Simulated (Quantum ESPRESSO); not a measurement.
# Band energies of BaO at -1.5 % isotropic strain

```
CELL_PARAMETERS angstrom
      3.68726     0.00000     0.00000
     -1.84363     3.19326     0.00000
      0.00000     0.00000     6.43508
ATOMIC_POSITIONS crystal
  O  0.00000 0.00000 0.50000
  O  0.00000 0.00000 0.00000
  Ba 0.33333 0.66667 0.25000
  Ba 0.66667 0.33333 0.75000
```

norm-conserving PBEsol (Quantum ESPRESSO, 84 Ry, no spin-orbit coupling); path ΓMKΓALHA,LM,KH; energies in eV from the valence-band maximum.

```
k (1/Å)  point  band 12  band 13  band 14  band 15  band 16  band 17  band 18  band 19
-------  -----  -------  -------  -------  -------  -------  -------  -------  -------
0.00         Γ    -1.18    -1.18    -1.15    -1.15    -0.09     3.52     3.82     4.15
0.55              -1.51    -1.13    -1.05    -0.61    -0.27     2.84     4.91     5.74
0.98         M    -1.73    -1.34    -0.64    -0.28    -0.02     2.39     4.91     5.32
1.10              -1.70    -1.32    -0.65    -0.32    -0.08     2.51     5.00     5.27
1.55         K    -1.15    -0.93    -0.87    -0.87    -0.86     4.32     4.32     6.53
1.66              -1.02    -1.00    -0.98    -0.87    -0.66     4.04     4.50     6.32
2.17              -1.55    -1.52    -0.87    -0.64    -0.46     3.13     4.81     5.27
2.69         Γ    -1.18    -1.18    -1.15    -1.15    -0.09     3.52     3.82     4.15
3.18         A    -1.42    -1.20    -1.20    -1.20    -1.20     4.15     4.15     5.95
3.29              -1.45    -1.19    -1.19    -1.13    -1.13     4.13     4.13     5.87
3.94              -1.31    -1.08    -1.08    -1.01    -1.01     3.78     3.78     5.75
4.16         L    -1.30    -1.15    -1.15    -1.00    -1.00     3.84     3.84     5.71
4.50              -1.98    -1.07    -1.07    -0.18    -0.18     4.32     4.32     5.77
4.73         H    -2.17    -0.98    -0.98     0.00     0.00     4.89     4.89     5.48
5.01              -1.94    -1.05    -1.05    -0.20    -0.20     4.17     4.17     5.78
5.49              -1.49    -1.09    -1.09    -0.84    -0.84     3.93     3.93     5.54
5.86         A    -1.42    -1.20    -1.20    -1.20    -1.20     4.15     4.15     5.95
5.86         L    -1.30    -1.15    -1.15    -1.00    -1.00     3.84     3.84     5.71
6.35         M    -1.73    -1.34    -0.64    -0.28    -0.02     2.39     4.91     5.32
6.35         K    -1.15    -0.93    -0.87    -0.87    -0.86     4.32     4.32     6.53
6.84         H    -2.17    -0.98    -0.98     0.00     0.00     4.89     4.89     5.48
```

The PBEsol gap is indirect, 2.39 eV, from H to M; the smallest direct gap is 2.41 eV.

Geometry strained from the cell relaxed with PBEsol, atoms relaxed again.

This is not the ordinary phase of the substance; no match was found in the copy of COD used, and its stability was not checked.
